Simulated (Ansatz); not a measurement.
MgS:
```
MgS
1.0
    0.00000     2.60144     2.60144
    2.60144     0.00000     2.60144
    2.60144     2.60144     0.00000
Mg S
1 1
Direct
  0.00000   0.00000   0.00000
  0.50000   0.50000   0.50000
```

Relaxed with r²SCAN.

### Question
Tabulate the valence density and the electron localisation function along the shortest Mg–S contact (2.60 Å), DFT-r²SCAN in the program Ansatz with PAW potentials.

### Answer


| distance from Mg (Å) | density (e/Å³) | ELF |
|---|---|---|
| 0.26 | 19.19 | 0.30 |
| 0.39 | 9.94 | 0.41 |
| 0.52 | 3.71 | 0.43 |
| 0.65 | 0.99 | 0.28 |
| 0.78 | 0.28 | 0.08 |
| 0.91 | 0.17 | 0.04 |
| 1.04 | 0.17 | 0.12 |
| 1.17 | 0.21 | 0.48 |
| 1.30 | 0.28 | 0.76 |
| 1.43 | 0.38 | 0.84 |
| 1.56 | 0.53 | 0.87 |
| 1.69 | 0.73 | 0.88 |
| 1.82 | 0.96 | 0.87 |
| 1.95 | 1.13 | 0.82 |
| 2.08 | 1.13 | 0.68 |
| 2.21 | 0.90 | 0.37 |
| 2.34 | 0.49 | 0.08 |

The density is the valence pseudo-density with augmentation charge, so density and ELF within about 1 Å of a nucleus are not all-electron values.

Space group Fm-3m (rock salt). Symmetry was held in the r²SCAN relaxation.

Potentials: the later of the program's two PAW sets.
